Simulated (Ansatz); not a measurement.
Geometry optimisation in Ansatz: input, command and trajectory.

```yaml
crystal:
  lattice:
    - [2.6722329809, 1.5428144309, 4.7053662053]
    - [-2.6722329809, 1.5428144309, 4.7053662053]
    - [0.0, -3.0856288617, 4.7053662053]
  atoms:
    - { symbol: Li, position: [0.4929217933, 0.7269136192, 0.1251931987] }
    - { symbol: Li, position: [0.2325817018, 0.93010729, 0.4894521623] }
    - { symbol: Li, position: [0.93010729, 0.4894521623, 0.2325817018] }
    - { symbol: Li, position: [0.6565432763, 0.6565432763, 0.6565432763] }
    - { symbol: Li, position: [0.1251931987, 0.4929217933, 0.7269136192] }
    - { symbol: Li, position: [0.7269136192, 0.1251931987, 0.4929217933] }
    - { symbol: Li, position: [0.4894521623, 0.2325817018, 0.93010729] }
    - { symbol: Nb, position: [-8.03167e-05, -8.03167e-05, -8.03167e-05] }
    - { symbol: O, position: [0.6347236014, 0.8837884425, 0.2348315969] }
    - { symbol: O, position: [0.0696573684, 0.7928298637, 0.3814544022] }
    - { symbol: O, position: [0.7928298637, 0.3814544022, 0.0696573684] }
    - { symbol: O, position: [0.2348315969, 0.6347236014, 0.8837884425] }
    - { symbol: O, position: [0.8837884425, 0.2348315969, 0.6347236014] }
    - { symbol: O, position: [0.3814544022, 0.0696573684, 0.7928298637] }
basis:
  ecutwfc: 420
kpoints:
  mp_grid: { grid: [6, 6, 6] }
hamiltonian:
  xc: pbesol
scf:
  occupations: { method: gaussian, width: 0.02 }
output:
  forces: true
  stress: true
  eigenvalues: true
relax:
  adjacent_minimum: "off"
  f_tol: 0.01
  max_steps: 30
  cell: { stress_tol: 0.1, fix: [volume] }
```

```bash
ansatz run input.yaml --threads 4 --pin off --max-ram 10240MiB --backend cpu --events-out ev --progress --plain --runs-dir out
```

Level of theory: DFT PBEsol, scalar-relativistic, plane waves, PAW (Ansatz).

The volume is held at 0.91 times that of the relaxed cell.

Of 6 frames 5 are shown, positions in Å and forces in eV/Å; the SCF threshold varies from step to step. Steps run on the plane waves of an earlier cell, with a Pulay correction in the pressure. The basis is chosen afresh for the last frame, the zero of the energies, and at times for earlier ones too; energy and pressure can step there, also at an unchanged geometry. Where two frames share a geometry here, they differ by under 2 meV/atom and 0.3 GPa.

```xyz
14
Lattice="2.6722 1.5428 4.7054 -2.6722 1.5428 4.7054 0.0000 -3.0856 4.7054" Properties=species:S:1:pos:R:3:forces:R:3 pbc="T T T" step=1 free_energy_over_end_meV_per_atom=1.06 pressure_GPa=12.55
Li   -0.6253    1.4957    6.3289   -0.0025   -0.0242    0.0171
Li   -1.8640    0.2835    7.7739    0.0010    0.0325   -0.0145
Li    1.1775    1.4725    7.7739    0.0276   -0.0171   -0.0145
Li    0.0000    0.0000    9.2678    0.0000    0.0000    0.0336
Li   -0.9827   -1.2893    6.3289    0.0222    0.0100    0.0171
Li    1.6079   -0.2063    6.3289   -0.0197    0.0143    0.0171
Li    0.6864   -1.7560    7.7739   -0.0286   -0.0153   -0.0145
Nb    0.0000    0.0000   -0.0011    0.0000    0.0000   -0.1027
O    -0.6656    1.6182    8.2501   -0.1370   -0.2847   -0.1782
O    -1.9325    0.1536    5.8532    0.1753   -0.3139    0.1986
O     1.0993    1.5968    5.8532   -0.3595    0.0051    0.1986
O    -1.0686   -1.3855    8.2501    0.3151    0.0237   -0.1782
O     1.7342   -0.2327    8.2501   -0.1781    0.2610   -0.1782
O     0.8332   -1.7504    5.8532    0.1841    0.3088    0.1986
14
Lattice="2.6722 1.5428 4.7054 -2.6722 1.5428 4.7054 0.0000 -3.0856 4.7054" Properties=species:S:1:pos:R:3:forces:R:3 pbc="T T T" step=2 free_energy_over_end_meV_per_atom=0.09 pressure_GPa=11.51
Li   -0.6317    1.4925    6.3297    0.0144   -0.0259    0.0220
Li   -1.8668    0.2796    7.7730    0.0140    0.0332   -0.0178
Li    1.1755    1.4769    7.7730    0.0218   -0.0287   -0.0178
Li    0.0000    0.0000    9.2720    0.0000    0.0000    0.0352
Li   -0.9767   -1.2933    6.3297    0.0152    0.0254    0.0220
Li    1.6084   -0.1992    6.3297   -0.0296    0.0005    0.0220
Li    0.6913   -1.7564    7.7730   -0.0358   -0.0045   -0.0178
Nb    0.0000    0.0000   -0.0020    0.0000    0.0000   -0.0431
O    -0.6696    1.6087    8.2474   -0.0387   -0.0251   -0.0295
O    -1.9284    0.1435    5.8553    0.0245   -0.0376    0.0279
O     1.0885    1.5983    5.8553   -0.0448   -0.0024    0.0279
O    -1.0584   -1.3842    8.2474    0.0411   -0.0210   -0.0295
O     1.7279   -0.2245    8.2474   -0.0023    0.0461   -0.0295
O     0.8399   -1.7418    5.8553    0.0203    0.0400    0.0279
14
Lattice="2.6710 1.5421 4.7095 -2.6710 1.5421 4.7095 0.0000 -3.0843 4.7095" Properties=species:S:1:pos:R:3:forces:R:3 pbc="T T T" step=3 free_energy_over_end_meV_per_atom=0.03 pressure_GPa=11.34
Li   -0.6313    1.4896    6.3370    0.0050   -0.0136    0.0114
Li   -1.8658    0.2803    7.7779    0.0080    0.0176   -0.0110
Li    1.1756    1.4756    7.7779    0.0112   -0.0157   -0.0110
Li    0.0000    0.0000    9.2833    0.0000    0.0000    0.0323
Li   -0.9744   -1.2916    6.3370    0.0093    0.0111    0.0114
Li    1.6057   -0.1981    6.3370   -0.0143    0.0025    0.0114
Li    0.6901   -1.7559    7.7779   -0.0192   -0.0019   -0.0110
Nb    0.0000    0.0000   -0.0033    0.0000    0.0000   -0.0213
O    -0.6704    1.6069    8.2534   -0.0159    0.0084    0.0013
O    -1.9277    0.1423    5.8612    0.0041   -0.0050   -0.0055
O     1.0871    1.5983    5.8612   -0.0064   -0.0010   -0.0055
O    -1.0564   -1.3841    8.2534    0.0007   -0.0180    0.0013
O     1.7269   -0.2229    8.2534    0.0153    0.0096    0.0013
O     0.8406   -1.7406    5.8612    0.0023    0.0060   -0.0055
14
Lattice="2.6706 1.5419 4.7111 -2.6706 1.5419 4.7111 0.0000 -3.0838 4.7111" Properties=species:S:1:pos:R:3:forces:R:3 pbc="T T T" step=4 free_energy_over_end_meV_per_atom=0.01 pressure_GPa=11.28
Li   -0.6311    1.4873    6.3402   -0.0014   -0.0020    0.0009
Li   -1.8646    0.2814    7.7786    0.0014    0.0002    0.0014
Li    1.1760    1.4741    7.7786   -0.0006   -0.0013    0.0014
Li    0.0000    0.0000    9.2928    0.0000    0.0000    0.0161
Li   -0.9724   -1.2902    6.3402    0.0024   -0.0002    0.0009
Li    1.6036   -0.1971    6.3402   -0.0010    0.0022    0.0009
Li    0.6886   -1.7555    7.7786   -0.0009    0.0012    0.0014
Nb    0.0000    0.0000   -0.0046    0.0000    0.0000   -0.0211
O    -0.6718    1.6067    8.2558    0.0003    0.0164    0.0041
O    -1.9275    0.1415    5.8622   -0.0042    0.0016   -0.0048
O     1.0863    1.5985    5.8622    0.0035    0.0028   -0.0048
O    -1.0555   -1.3852    8.2558   -0.0143   -0.0079    0.0041
O     1.7274   -0.2215    8.2558    0.0140   -0.0084    0.0041
O     0.8412   -1.7400    5.8622    0.0007   -0.0045   -0.0048
14
Lattice="2.6707 1.5419 4.7109 -2.6707 1.5419 4.7109 0.0000 -3.0838 4.7109" Properties=species:S:1:pos:R:3:forces:R:3 pbc="T T T" step=6 free_energy_over_end_meV_per_atom=0.00 pressure_GPa=11.28
Li   -0.6316    1.4862    6.3393   -0.0014    0.0012    0.0024
Li   -1.8633    0.2814    7.7786   -0.0038   -0.0010   -0.0032
Li    1.1754    1.4729    7.7786    0.0010    0.0038   -0.0032
Li    0.0000    0.0000    9.2973    0.0000    0.0000    0.0075
Li   -0.9713   -1.2901    6.3393   -0.0003   -0.0018    0.0024
Li    1.6029   -0.1961    6.3393    0.0017    0.0006    0.0024
Li    0.6879   -1.7544    7.7786    0.0028   -0.0028   -0.0032
Nb    0.0000    0.0000   -0.0058    0.0000    0.0000   -0.0025
O    -0.6726    1.6078    8.2551    0.0022   -0.0002    0.0008
O    -1.9285    0.1405    5.8613    0.0013    0.0059   -0.0017
O     1.0859    1.5999    5.8613    0.0045   -0.0041   -0.0017
O    -1.0561   -1.3864    8.2551   -0.0010    0.0020    0.0008
O     1.7288   -0.2214    8.2551   -0.0013   -0.0018    0.0008
O     0.8426   -1.7404    5.8613   -0.0058   -0.0018   -0.0017
```

Time: 49 s on 4 threads of AMD EPYC 7R43 64-Core Processor (Zen 3) (shared host), peak memory 0.6 GiB.